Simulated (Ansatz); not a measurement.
MoS2:
```
MoS2
1.0
    1.57657     0.91023     5.99706
   -1.57657     0.91023     5.99706
    0.00000    -1.82047     5.99706
Mo S
1 2
Cartesian
  0.00000   0.00000  17.99089
  0.00000   0.00000   4.43399
  0.00000   0.00000   7.56104
```

Tensor components refer to the Cartesian frame of this cell.

**Question.** Give the high-frequency dielectric tensor and the Born effective charge tensors of the independent atoms from DFPT, DFT-PBE+D3(BJ) in the program Ansatz with PAW potentials.

**Answer.** 
ε∞:
```
15.8  0.00  0.00
0.00  15.8  0.00
0.00  0.00  7.52
```
Z* of atom 1 (Mo), rows: field, columns: displacement, in e:
```
-1.00   0.00   0.00
 0.00  -1.00   0.00
 0.00   0.00  -0.81
```
Z* of atom 2 (S), rows: field, columns: displacement, in e:
```
0.51  0.00  0.00
0.00  0.51  0.00
0.00  0.00  0.47
```
Z* of atom 3 (S), rows: field, columns: displacement, in e:
```
0.48  0.00  0.00
0.00  0.48  0.00
0.00  0.00  0.34
```

Static charges for comparison (Bader): Mo1 +1.22, S2 -0.61, S3 -0.61 e. Born charges measure polarisation by displacement and can exceed these by far.

Space group R3m. The cell was relaxed with PBE+D3(BJ) under the symmetry of its start. No spin polarisation was allowed. Scalar-relativistic: spin–orbit coupling is off unless named, which matters more the heavier the elements.

Potentials: the later of the program's two PAW sets.
